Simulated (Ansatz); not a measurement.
VIr:
```
VIr
1.0
    2.88247    -3.33566     0.00000
    2.88247     3.33566     0.00000
    0.00000     0.00000     2.78018
Ir V
2 2
Direct
  0.78449   0.21551   0.50000
  0.21551   0.78449   0.50000
  0.29616   0.29616   0.00000
  0.70384   0.70384   0.00000
```

Relaxed with PBEsol.

Give the Bader charges and basin volumes of the independent atoms, the program Ansatz at the PBEsol level (PAW).



```
atom  Bader charge (e)  Bader volume (Å³)
----  ----------------  -----------------
Ir1              -1.07               17.8
V3               +1.07                8.9
```

Space group Cmmm. The workflow started from an entry of the Crystallography Open Database (COD), which files this formula under 2 space groups. Its standing as an ambient phase is unchecked. Symmetry was held in the PBEsol relaxation; its stability against distortions is not shown here. The workflow began spin-polarised and lost its moments. Scalar-relativistic: spin–orbit coupling is off unless named, which matters more the heavier the elements.

Potentials: the later of the program's two PAW sets.
